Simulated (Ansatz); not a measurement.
**Calculated ⁷¹Ga nuclear quadrupole resonance for BaGaH5**

Cell: a computed structure from the Materials Project (it need not be an observed phase).

```cif
data_BaGaH5
_symmetry_space_group_name_H-M 'Pmn2_1'
_symmetry_Int_Tables_number 31
_cell_length_a 5.0110
_cell_length_b 8.6655
_cell_length_c 4.5858
_cell_angle_alpha 90.000
_cell_angle_beta 90.000
_cell_angle_gamma 90.000
loop_
_atom_site_label
_atom_site_type_symbol
_atom_site_symmetry_multiplicity
_atom_site_Wyckoff_symbol
_atom_site_fract_x
_atom_site_fract_y
_atom_site_fract_z
Ba Ba 2 a 0.5000 0.6628 0.2592
Ga Ga 2 a 0.0000 0.8580 0.6699
H5 H 2 a 0.0000 0.8401 0.3247
H7 H 4 b 0.7443 0.7643 0.7750
H11 H 2 a 0.0000 0.0276 0.7842
H13 H 2 a 0.0000 0.5160 0.2635
```

One atom of each set is listed.

Method: Kohn–Sham DFT in Ansatz, PBE, plane waves and PAW, scalar-relativistic, 420 eV cutoff, Γ-centred 6×4×6 k-points, Fermi–Dirac smearing 0.02 eV.

⁷¹Ga: I = 3/2, Q = 107.0 mb (year-2017 value). Static lattice, zero field.

Problem. At which frequencies do the ⁷¹Ga NQR lines lie?

Solution. For I = 3/2 there is one line, ν = (|C_Q|/2)(1 + η²/3)^½.

```json
{"site": "Ga", "atoms": "2", "V_zz (10²¹ V/m²)": "-3.88", "C_Q (MHz)": "-10.0", "η": "0.06", "line frequencies (MHz)": "5.02"}
```

Problem. And for ⁶⁹Ga (I = 3/2, Q = 171.0 mb) on Ga?

Solution. C_Q scales with Q to -16.0 MHz, with lines at 8.02 MHz.

Hardware: 1 thread of Intel Xeon Platinum 8259CL CPU @ 2.50GHz (Skylake/Cascade Lake) (x86_64; 4 cores open to the job, memory cap 2.5 GiB, no GPU), a shared host with a load of 0.8 a core. Wall time 45 s, CPU time 45 s, peak memory 0.68 GiB.
